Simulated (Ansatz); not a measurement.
## EuSn₃ (Pm-3m): U from its effects

The source of the geometry is a structure from the Materials Project; atoms and cell stay fixed.

Settings: LDA, 6×6×6 k mesh, Fermi–Dirac smearing of 0.05 eV. PAW means Ansatz 0.2.0 on its default frozen-core files. Site moments are integrated in spheres about the atoms.

The input and its command:

```yaml
crystal:
  lattice:
    - [4.7644144033, 0.0, 0.0]
    - [0.0, 4.7644144033, 0.0]
    - [0.0, 0.0, 4.7644144033]
  atoms:
    - { symbol: Eu, position: [0.0, 0.0, 0.0], spin: 7.0 }
    - { symbol: Sn, position: [0.0, 0.5, 0.5] }
    - { symbol: Sn, position: [0.5, 0.5, 0.0] }
    - { symbol: Sn, position: [0.5, 0.0, 0.5] }
magnetization:
  spin_polarized: true
kpoints:
  mp_grid: { grid: [6, 6, 6] }
scf:
  occupations: { method: fermi_dirac, width: 0.05 }
hamiltonian:
  xc: lda
  pseudopotentials: { kind: paw }
output:
  forces: true
  stress: true
  eigenvalues: true
  hubbard: { sites: [{ species: Eu, l: f }] }
  populations: true
```

Command: `ansatz run input.yaml --threads 2 --pin off --max-ram 6144MiB --backend cpu --events-out ev --progress --plain --runs-dir out`

Dudarev's effective U acts on Eu f (Löwdin-orthogonalised free-atom orbitals, fully localised double counting); a gap of 0 means a metal on this mesh. Some of the runs:

| U (eV) | largest site moment (μB) | gap (eV) | Eu f electrons | pressure (GPa) |
| --- | --- | --- | --- | --- |
| 3 | 6.85 | 0.00 | 6.90 | -3.6 |
| 4.5 | 6.89 | 0.00 | 6.94 | -3.3 |

Q: Another run of the series gave largest site moment (μB) = 6.79, gap (eV) = 0.00, Eu f electrons = 6.85, pressure (GPa) = -3.9. Which U did it use?
A. 0
B. 7
C. 1.5

A: C. U (eV) = 1.5.

The whole series:

```json
{"U (eV)": "0", "largest site moment (μB)": "6.71", "gap (eV)": "0.00", "Eu f electrons": "6.81", "pressure (GPa)": "-4.3"}
{"U (eV)": "1.5", "largest site moment (μB)": "6.79", "gap (eV)": "0.00", "Eu f electrons": "6.85", "pressure (GPa)": "-3.9"}
{"U (eV)": "3", "largest site moment (μB)": "6.85", "gap (eV)": "0.00", "Eu f electrons": "6.90", "pressure (GPa)": "-3.6"}
{"U (eV)": "4.5", "largest site moment (μB)": "6.89", "gap (eV)": "0.00", "Eu f electrons": "6.94", "pressure (GPa)": "-3.3"}
{"U (eV)": "7", "largest site moment (μB)": "6.93", "gap (eV)": "0.00", "Eu f electrons": "6.97", "pressure (GPa)": "-3.0"}
```

The PAW files were made with PBE; the program remakes their cores once for the run's functional and then keeps them frozen. Spin–orbit coupling is left out although heavy atoms are present. In at least one run the program's final test of stability wasn't made or came to no verdict. With open f shells a run can end in a state that isn't the lowest. The magnetic state is the one that this cell and start allow. It needn't be the compound's measured order, which may need a larger cell or be absent.
